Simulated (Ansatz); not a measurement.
EuO (rock salt)

```xyz
2
Lattice="0.0000 2.4828 2.4828 2.4828 0.0000 2.4828 2.4828 2.4828 0.0000" Properties=species:S:1:pos:R:3 pbc="T T T"
O      0.0000     0.0000     0.0000
Eu     2.4828     2.4828     2.4828
```

The relaxed cell is deformed in two ways at once: its volume V is scaled, and at that volume it is stretched along z (the c axis of the conventional cell) so that c/a changes. Fractional atomic positions are held.

Calculation: PBEsol (plane waves to 420 eV, PAW, scalar-relativistic; Ansatz, a first-principles code). k mesh 16×16×16 (Γ-centred), Fermi-Dirac smearing 0.05 eV. The energy includes the smearing's −TS. With partly filled bands, the response to shear is sensitive to the k mesh, so small differences along c/a are uncertain. EuO is run spin-polarised and with no Hubbard U. EuO was relaxed with its symmetry unable to fall. Relaxed EuO ends ferromagnetic. The relaxed volume of EuO is well below the measured one. The magnetic order is the one the run started from; other orders were not tried. The f-shell state is unchecked: a lower one may exist. The zero of ΔE is the relaxed starting cell.

Estimate the ΔE (meV/atom) for all points of the grid V/V₀ = 0.920, 0.947, 0.973, 1.000, 1.027, 1.053, 1.080 by (c/a)/(c/a)₀ = 0.960, 0.973, 0.987, 1.000, 1.013, 1.027, 1.040.

ΔE (meV/atom), with V/V₀ across and (c/a)/(c/a)₀ down:

```csv
(c/a)/(c/a)₀ \ V/V₀,0.920,0.947,0.973,1.000,1.027,1.053,1.080
0.960,55,30,16,11,13,22,37
0.973,47,23,9,5,8,17,32
0.987,42,18,5,1,5,14,30
1.000,40,17,4,0,4,14,29
1.013,42,18,5,1,5,14,30
1.027,46,22,9,4,7,17,32
1.040,53,28,14,9,12,21,35
```

(Under strain, the slope of the energy per volume gives the stress and its curvature an elastic modulus.)
